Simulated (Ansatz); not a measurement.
One crystal and one scan (scan of one atom of the cell) at two levels, PBE (plane waves to 420 eV, PAW, scalar-relativistic; Ansatz, an electronic-structure program) and PBEsol (plane waves to 420 eV, PAW, scalar-relativistic; Ansatz), each from its own relaxed cell and on its own mesh. The cell shown is that of PBE.

SiO₂ (rutile)

```
SiO2
1.0
    4.23588     0.00000     0.00000
    0.00000     4.23588     0.00000
    0.00000     0.00000     2.68991
Si O
2 4
Direct
  0.50000   0.50000   0.50000
  0.00000   0.00000   0.00000
  0.80699   0.80699   0.50000
  0.30699   0.69301   0.00000
  0.69301   0.30699   0.00000
  0.19301   0.19301   0.50000
```

Scan: atom 5 (O, nearest neighbour Si at 1.774 Å; its periodic images, 2.7 Å or more away, move with it) is displaced along Cartesian x, direction (1.000, 0.000, 0.000) in Cartesian axes, by s. The other atoms stay.

Energies are smeared free energies. SiO2 was relaxed with its symmetry unable to fall. The PAW data are Ansatz's earlier set. Both scans cover s from -0.180 to 0.180 Å.

ΔE (meV/cell), each from the undisplaced structure of its own level:

```csv
s (Å),PBE,PBEsol
-0.180,332,346
-0.144,213,withheld
-0.108,120,125
-0.072,53,56
-0.036,13,14
0.000,0,0
0.036,13,14
0.072,53,56
0.108,120,126
0.144,213,224
0.180,333,351
```

**Question.** Estimate the PBEsol value at -0.144 from the PBE value there and the ratio of the two levels in the two nearest given rows on that side of the minimum.

**Answer.** At -0.108 and -0.180 the ratio PBEsol/PBE averages 1.042, which gives 1.042 × 213 = 222 meV/cell. The calculation gives 222 meV/cell, +4.2 % against PBE.

(For displaced atoms, the force is minus the slope of the energy, and its curvature is a force constant, which sets phonon frequencies.)
